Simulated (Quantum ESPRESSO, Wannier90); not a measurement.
Tight-binding from DFT: Cu3Sn (Fm-3m)

```xyz
4
Lattice="0.0000 3.0830 3.0830 3.0830 0.0000 3.0830 3.0830 3.0830 0.0000" Properties=species:S:1:pos:R:3 pbc="T T T"
Cu     3.0830     3.0830     3.0830
Cu    -1.5415    -1.5415    -1.5415
Cu     1.5415     1.5415     1.5415
Sn     0.0000     0.0000     0.0000
```

Structure: Materials Project mp-838, symmetrised, not relaxed again. Not found in the COD (Crystallography Open Database) copy used, which has the formula in other groups; not checked further. Method: PBEsol plane waves in Quantum ESPRESSO 7.5 (PseudoDojo norm-conserving files, 74 Ry, spinors with spin-orbit coupling), Bloch states on a 4×4×4 mesh through Γ, Wannier90 4.0.1. Density: 12×12×12 mesh, cold smearing 0.01 Ry.

A tight-binding model is made by disentanglement and projection with no localisation steps (num_iter = 0), so the 62 orbitals stay atom-like: hydrogen-like Cu: s;p;d; Sn: s;p, axes along x, y, z; frozen window up to 3.00 eV relative to the Fermi level. It follows pw.x to 11 meV rms for states up to 1.0 eV relative to the Fermi level. Matrix elements depend on this choice of orbitals and windows.

Task: What are the on-site energies relative to the Fermi level, and how fast do the hoppings decay?

Result: 
| atom | orbitals | energy (eV) |
|---|---|---|
| Cu1 | s↑ s↓ | 2.75 |
| Cu1 | pz↑ pz↓ px↑ px↓ py↑ py↓ | 8.57 |
| Cu1 | dz2↑ dz2↓ dx2-y2↑ dx2-y2↓ | -3.00 |
| Cu1 | dxz↑ dxz↓ dyz↑ dyz↓ dxy↑ dxy↓ | -3.06 |
| Cu2 | s↑ s↓ | 2.14 |
| Cu2 | pz↑ pz↓ px↑ px↓ py↑ py↓ | 8.01 |
| Cu2 | dz2↑ dz2↓ dx2-y2↑ dx2-y2↓ | -3.38 |
| Cu2 | dxz↑ dxz↓ dyz↑ dyz↓ dxy↑ dxy↓ | -3.54 |
| Cu3 | s↑ s↓ | 2.14 |
| Cu3 | pz↑ pz↓ px↑ px↓ py↑ py↓ | 8.01 |
| Cu3 | dz2↑ dz2↓ dx2-y2↑ dx2-y2↓ | -3.38 |
| Cu3 | dxz↑ dxz↓ dyz↑ dyz↓ dxy↑ dxy↓ | -3.54 |
| Sn4 | s↑ s↓ | -2.13 |
| Sn4 | pz↑ pz↓ px↑ px↓ py↑ py↓ | 5.81 |

| distance of the centres (Å) | largest modulus (eV) |
|---|---|
| 2–3 | 1.3 |
| 3–4 | 1.8 |
| 4–5 | 0.21 |
| 5–6 | 0.21 |
| 6–7 | 0.11 |
